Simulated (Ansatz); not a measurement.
Rocksalt KCl, relaxed with r2SCAN, was run in the plane-wave code Ansatz under altered settings. All numbers are computed, without spin polarisation but where a row says otherwise.

```
CELL_PARAMETERS angstrom
0.00000 3.14485 3.14485
3.14485 0.00000 3.14485
3.14485 3.14485 0.00000
ATOMIC_POSITIONS crystal
K 0.00000 0.00000 0.00000
Cl 0.50000 0.50000 0.50000
```

The base run's other keys:
```yaml
kpoints:
  mp_grid: { grid: [6, 6, 6] }
hamiltonian:
  xc: r2scan
scf:
  occupations: { method: fixed }
  n_extra_bands: 4
```

It takes 6 iterations with 1591 plane waves at 500 eV and 16 k points, and leaves a mean stress of +0.03 GPa. The gap over this mesh is 5.831 eV. It ran on 4 threads of Arm Neoverse N1, on a shared host.

Outcomes, with energy and stress as changes against the base:

| setting | outcome | ΔF (meV/atom) | Δ mean stress (GPa) | gap on the mesh (eV) | iterations | wall time |
| --- | --- | --- | --- | --- | --- | --- |
| basis.xc_grid: 1 | converged | 0.0 | 0.00 | 5.831 | 6 | 1.2 s |
| scf.occupations: methfessel_paxton 0.5 | converged | 0.0 | 0.00 | 5.831 | 5 | 1.5 s |
| scf.mixing.ndim: 1 | converged | 0.0 | 0.00 | 5.831 | 14 | 2.2 s |
| scf.occupations: methfessel_paxton 0.2 | converged | 0.0 | 0.00 | 5.831 | 5 | 1.5 s |
| scf.occupations: cold 0.2 | converged | 0.0 | 0.00 | 5.831 | 5 | 1.5 s |
| hamiltonian.dispersion: d3bj | converged, warned | -93 | -0.50 | 5.831 | 6 | 1.6 s |
| basis.ecutwfc: 300 | converged, warned | +12.3 | +0.01 | 5.838 | 6 | 0.98 s |
| scf.mixing.beta: 1.0 | converged | 0.0 | 0.00 | 5.831 | 6 | 1.6 s |
| kpoints.mp_grid.grid: [5, 5, 5] | converged | 0.0 | 0.00 | 5.831 | 6 | 1.4 s |
| scf.occupations: gaussian 0.05 | converged | 0.0 | 0.00 | 5.831 | 6 | 1.6 s |
| hamiltonian.dispersion: rvv10 | converged | – | -0.54 | 5.723 | 6 | 3.2 s |
| scf.occupations: gaussian 0.5 | converged | 0.0 | 0.00 | 5.831 | 6 | 1.6 s |
| accuracy: high | converged | 0.0 | 0.00 | 5.831 | 8 | 2.4 s |
| hamiltonian.xc: scan | refused | – | – | – | – | 0.03 s |

A dash marks a value that wasn't obtained or can't be compared. Stress is positive in compression. The base took 1.9 s.

- hamiltonian.dispersion: d3bj. The free energy moves by -93 meV an atom, the mean stress by -0.50 GPa and the gap on the mesh by 0.000 eV (to 5.831). A pairwise correction adds to energy, forces and stress and leaves the bands alone. Warned: dispersion damping borrowed.
- basis.ecutwfc: 300. 725 plane waves in place of 1591. The free energy moves by +12.3 meV an atom, the mean stress by +0.01 GPa and the gap on the mesh by +0.007 eV (to 5.838). The basis is too small: these are errors of the cutoff. Warned: cutoff below recommended.
- hamiltonian.dispersion: rvv10. The mean stress moves by -0.54 GPa and the gap on the mesh by -0.108 eV (to 5.723).
- hamiltonian.xc: scan. The input is refused before any iteration. Error: YAML parse error: line 12 column 7: hamiltonian.xc: unknown variant `scan`, expected one of […]

Within 1 meV an atom, 0.1 GPa and 0.005 eV of the base stay: basis.xc_grid: 1; scf.occupations: methfessel_paxton 0.5; scf.mixing.ndim: 1; scf.occupations: methfessel_paxton 0.2; scf.occupations: cold 0.2; scf.mixing.beta: 1.0; kpoints.mp_grid.grid: [5, 5, 5]; scf.occupations: gaussian 0.05; scf.occupations: gaussian 0.5; accuracy: high.
